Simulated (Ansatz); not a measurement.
A generated cell, not matched to a known phase here, of HfPt2: Fm-3m (No. 225), cF12; a = 6.1696 Å, b = 6.1696 Å, c = 6.1696 Å, α = 90.00°, β = 90.00°, γ = 90.00°; Hf 4a (0.000, 0.000, 0.000); Pt 8c (0.250, 0.250, 0.250). The numbers are results of PBEsol (plane waves to 420 eV, PAW, scalar-relativistic; Ansatz, a first-principles code), not measurements. Element references, the lowest calculated here: Hf (P6₃/mmc), Pt (Fm-3m).

Q: What is the computed formation energy of this Fm-3m form of HfPt2 from the elements (PBEsol)?

A: -0.64 eV/atom.

A lower structure of this composition may exist, and whether it forms at all is not checked here.

Static energies, no anion corrections, no zero-point energy. Values are rounded to 0.01 eV/atom. Not shown to be the ambient phase of their composition (a lower form may be missing, and a cell relaxed within its start's symmetry can be a saddle point): HfPt2 (Fm-3m). Spin-orbit coupling is missing from these energies, which matters for elements this heavy. The compounds carry no spin polarisation.
